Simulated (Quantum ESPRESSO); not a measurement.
Simulation results for AlZn₂O₃F (made-up cell, one site empty)

Calculation on a made-up crystal cell, not a measurement, rerun at a higher cutoff and a denser mesh: periodic Kohn-Sham density functional theory in plane waves with PseudoDojo standard norm-conserving scalar-relativistic pseudopotentials, each functional with its own files (v0.5 for PBE, v0.4.1 for LDA and PBEsol), no spin polarisation, no spin-orbit coupling, atoms not relaxed, stress positive in tension, energies less a fixed whole-eV offset for each atom's element; levels are Kohn-Sham levels at fractions of this cell's reciprocal vectors, counted from the reference band (half the neutral cell's valence electrons, rounded up) at Gamma; error bars give the change to or from the runs named with them, not the error of the files; each bar is the largest change over components, and at least 0.002 eV, 0.002 eV per angstrom or 0.02 GPa; energies are for the whole cell, and the offsets were chosen from early runs and are not element reference energies; machines and their load varied, so run times do not measure scaling. Program: Quantum ESPRESSO 7.5.

AlZn₂O₃F (made-up cell, one site empty)

```
AlZn2O3F
1.0
      4.5300     0.0338     0.0206
      0.0338     4.4725     0.0720
      0.0206     0.0720     4.5431
Zn Al Zn F O
1 1 1 1 3
Direct
  -0.01481 0.00306 0.00869
  0.51051 0.01700 0.51977
  0.49172 0.50149 -0.00716
  0.24469 0.25431 0.23525
  0.23908 0.73858 0.76718
  0.71829 0.23198 0.76648
  0.73694 0.75538 0.25371
```

It was run with lattice type zincblende/diamond, empty site 2, functional pbe, cutoff 1437 eV, fermi dirac smearing 0.025 eV, scf tolerance 1e-07 eV, electrons removed 0, run command mpirun -np 4 pw.x -nk 4 -in in, run processor AMD EPYC, older, virtual cores and k mesh 6 x 6 x 6, shifted by half a step.

It finds free energy less offsets 6.879 eV; scf iterations 12; smearing term minus ts 0 eV; pressure -1.53 GPa; stress xx 0.2624 GPa; stress yy 2.516 GPa; stress zz 1.812 GPa; stress yz 5.083 GPa; stress xz -3.051 GPa; stress xy -0.3573 GPa; reference band 34; error bar energy 0.002 eV; error bar stress 0.02266 GPa; error bar force 0.002 eV/Å; error bar next band up 0.002 eV; error bars from change from the looser run of this cell; wall time of scf and band steps on a shared machine 485.4 s.

Atoms:
| atoms element | atom site | atom energy offset (eV) |
| --- | --- | --- |
| Zn | 1 | -5687 |
| Al | 3 | -64 |
| Zn | 4 | -5687 |
| F | 5 | -677 |
| O | 6 | -452 |
| O | 7 | -452 |
| O | 8 | -452 |

Forces:
| site | x (eV/Å) | y (eV/Å) | z (eV/Å) |
| --- | --- | --- | --- |
| 1 | -0.194 | -1.525 | -0.9144 |
| 3 | -0.02351 | -2.771 | 0.1549 |
| 4 | 1.667 | 1.565 | -0.1106 |
| 5 | 0.5848 | -1.201 | 2.539 |
| 6 | 0.793 | 2.976 | -1.921 |
| 7 | -0.8473 | -0.6558 | -1.547 |
| 8 | -1.98 | 1.612 | 1.799 |

Levels:
| level k point | next band up (eV) |
| --- | --- |
| Gamma | 1.328 |
| (1/2,1/2,1/2) | 4.513 |
| (0.15,0,0) | 1.765 |
| (0,0.15,0) | 1.809 |
| (0,0,0.15) | 1.791 |
